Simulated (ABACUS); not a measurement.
A self-consistent single point of TiSi2 (Fddd, 6 atoms in the cell; from Materials Project mp-2582, changed as shown) with ABACUS.

Computed with PBE, PseudoDojo 0.5 standard norm-conserving PBE (tails mended) pseudopotentials (plane waves; ABACUS).

The change in words: volume scaled by 0.99. Reference geometry (Fddd):
```
TiSi2
1.0
    0.00000     4.11752     4.26290
    2.38951     0.00000     4.26290
    2.38951     4.11752     0.00000
Ti Si
2 4
Direct
  0.50000   0.50000   0.50000
  0.75000   0.75000   0.75000
  0.83743   0.16257   0.83743
  0.16257   0.83743   0.16257
  0.41257   0.08743   0.41257
  0.08743   0.41257   0.08743
```

Reference input (self-consistent single point, DFT, PBE, plane waves, PseudoDojo 0.5 standard norm-conserving PBE (tails mended) pseudopotentials): KPT = MP 5 5 5 0 0 0; basis_type = pw; ecutwfc = 84 Ry; smearing_method = fd; smearing_sigma = 0.00999582 Ry; potentials = PseudoDojo 0.5 standard norm-conserving PBE (tails mended); symmetry = 1; symmetry_prec = 1e-05; ks_solver = cg; scf_nmax = 100; scf_thr = 1.0e-09 Ry; mixing_type = pulay. This run's input differs from it in these lines:

```diff
@@ -26,5 +26,5 @@
 LATTICE_VECTORS
-   0.0000000000    7.7809756640    8.0557134967
-   4.5155194721    0.0000000000    8.0557134967
-   4.5155194721    7.7809756640    0.0000000000
+   0.0000000000    7.7549484661    8.0287678919
+   4.5004148911    0.0000000000    8.0287678919
+   4.5004148911    7.7549484661    0.0000000000
 
@@ -36,4 +36,4 @@
 2
-   4.5155194721    7.7809756640    8.0557134967 1 1 1
-   6.7732792081   11.6714634961   12.0835702450 1 1 1
+   4.5004148911    7.7549484661    8.0287678919 1 1 1
+   6.7506223367   11.6324226992   12.0431518378 1 1 1
 
@@ -42,6 +42,6 @@
 4
-   4.5155194721   13.0320449007    8.0557134967 1 1 1
-   4.5155194721    2.5299064274    8.0557134967 1 1 1
-   2.2577597360    6.4203942594    4.0278567483 1 1 1
-   2.2577597360    1.3605814046    4.0278567483 1 1 1
+   4.5004148911   12.9884529880    8.0287678919 1 1 1
+   4.5004148911    2.5214439443    8.0287678919 1 1 1
+   2.2502074456    6.3989181773    4.0143839459 1 1 1
+   2.2502074456    1.3560302888    4.0143839459 1 1 1
 # file: KPT
```

Log, with long lists cut:

```
 SELF-CONSISTENT
 -------------------------------------------
                                 init_chg = atomic

 PW ALGORITHM --------------- ION=   1  ELEC=   1--------------------------------
 Notice: Threshold on eigenvalues was too large.

 Density error is 0.0810348710065
                          Error Threshold = 0.000363791459213
 E_KohnSham     -271.5050036362      -3694.0150849628
 E_Fermi        0.9477624654         12.8949698795

 PW ALGORITHM --------------- ION=   1  ELEC=   2--------------------------------

 Density error is 0.016743475105
                          Error Threshold = 0.000202587177516
   [... lines left out ...]

 Density error is 3.59040154523e-09
                          Error Threshold = 1.66880139805e-10
 E_KohnSham     -271.5205579646      -3694.2267124585
 E_Fermi        0.9391035407         12.7771591649

 PW ALGORITHM --------------- ION=   1  ELEC=  15--------------------------------

 Density error is 2.73366679389e-10
                          Error Threshold = 8.97600386307e-12
 E_KohnSham     -271.5205579675      -3694.2267124973
 E_KS(sigma->0) -271.5153669041      -3694.1560844562
 E_entropy(-TS) -0.0103821268        -0.1412560822
 E_Fermi        0.9391018119         12.7771356442
 charge density convergence is achieved
 final etot is -3694.2267125 eV
 EFERMI = 12.777135644 eV

 STATE ENERGY(eV) AND OCCUPATIONS    NSPIN == 1
   [... 27 lines left out ...]

 TOTAL-FORCE (eV/Angstrom)
                       Ti1         0.0000000000         0.0000000000         0.0000000000
                       Ti2         0.0000000000         0.0000000000         0.0000000000
                       Si1         0.0000000000         0.0224165070         0.0000000000
                       Si2         0.0000000000        -0.0224165070         0.0000000000
                       Si3         0.0000000000        -0.0224165070         0.0000000000
                       Si4         0.0000000000         0.0224165070         0.0000000000

 TOTAL-STRESS (KBAR)
        34.0333582904         0.0000000000        -0.0000000000
         0.0000000000        23.5047583192         0.0000000000
        -0.0000000000        -0.0000000000        55.2573395020
 TOTAL-PRESSURE: 37.598485 KBAR

 --------------------------------------------
 !FINAL_ETOT_IS -3694.2267124972995589 eV
 --------------------------------------------
```

The run converged in 15 iterations. Against the reference run the free energy goes up by 2.6 meV/atom, the pressure goes from 2.20 to 3.76 GPa and the largest force goes from 0.028 to 0.022 eV/Å.

The structure comes from a collection of computed structures, made at another level of theory; the collection holds predicted forms beside known ones. No clean gap shows at this smearing width and mesh (spacing up to 0.34 Å⁻¹); the mesh is coarse for partly filled bands, so the values carry mesh errors.

Cost on one core: roughly 12 core-minutes.

“Tails mended”: in these copies of the files the far tail of each local potential was reset to the Coulomb form.
